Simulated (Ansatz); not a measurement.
Suppose In3B2 takes space group R-3m (No. 166), with In on 6c and 3a; B on 6c. Recipe of this trial structure of In3B2: ordered superstructure of sc (sublattice all; occupants of the shared sites, in ratio, In: 3, B: 2).

Computed with DFT PBE, scalar-relativistic, plane waves, PAW (Ansatz). Cutoff 420 eV, Γ-centred mesh, Gaussian smearing, no spin polarisation.

Energies over the elements count from the elements' standard structures at the same level, with no fitted energy shifts.

Task: Predict the relaxed structure.

Result:

Space group R-3m:H (No. 166). a = 3.201 Å, b = 3.201 Å, c = 30.479 Å, α = 90.00°, β = 90.00°, γ = 120.00°
| atom | site | symmetry | x | y | z |
| --- | --- | --- | --- | --- | --- |
| In | 6c | 3m | 0.6667 | 0.3333 | 0.9010 |
| In | 3a | -3m | 0.0000 | 0.0000 | 0.0000 |
| B | 6c | 3m | 0.0000 | 0.0000 | 0.8331 |

In on a site of symmetry 3m has 6 B at 2.76–2.77 Å, 6 In at 3.20 Å and 3 In at 3.54 Å; In on a site of symmetry -3m is surrounded by 6 In at 3.20 Å and 6 In at 3.54 Å; B is surrounded by 3 B at 1.85 Å and 6 In at 2.76–2.77 Å. Another local minimum with the same sites may exist.

Task: And its energy and gap?

Result: The formation energy is +0.32 eV/atom and the gap on the 12×12×12 mesh of the 5-atom cell is 0 eV (a metal). The separate elements lie lower, so it is unstable against them.

The last run used Gaussian smearing of 0.10 eV. The cell is a metal run without spin; a magnetic state may lie lower. Symmetry constrained the relaxation, so the result can be a saddle point.
